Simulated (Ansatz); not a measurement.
SbPd (NiAs type, P6_3/mmc), the program Ansatz at the PBE level (PAW), all energies at zero smearing, with the estimated change up to a 700 eV cutoff added, with one set of potentials and settings (totals compare only within such a set). Cell of 4 atoms (2 Sb, 2 Pd): -26916.383 eV.

```tsv
element	reference phase	E (eV/atom)
Sb	R-3m, 2 atoms in the cell	-6484.4916
Pd	Fm-3m, 1 atoms in the cell	-6972.8544
```

Formation energy per atom, worked out: (-26916.383 − 2×(-6484.4916) − 2×(-6972.8544))/4 = -0.423 eV/atom (-41 kJ per mol of atoms), at 0 K, without zero-point energy or fitted corrections.

The first step of the workflow began from a Materials Project structure, measured or hypothetical; the Crystallography Open Database files this formula in space group No. 194, but the cells were not matched. Its standing as an ambient phase is unchecked. The PBE relaxation kept the symmetry of its start; whether a distortion lowers the energy is not shown. No spin polarisation was allowed. The references are the lowest solids computed at this level, not always the standard phases. Scalar-relativistic: spin–orbit coupling is off unless named, which matters more the heavier the elements.

Potentials: the later of the program's two PAW sets.
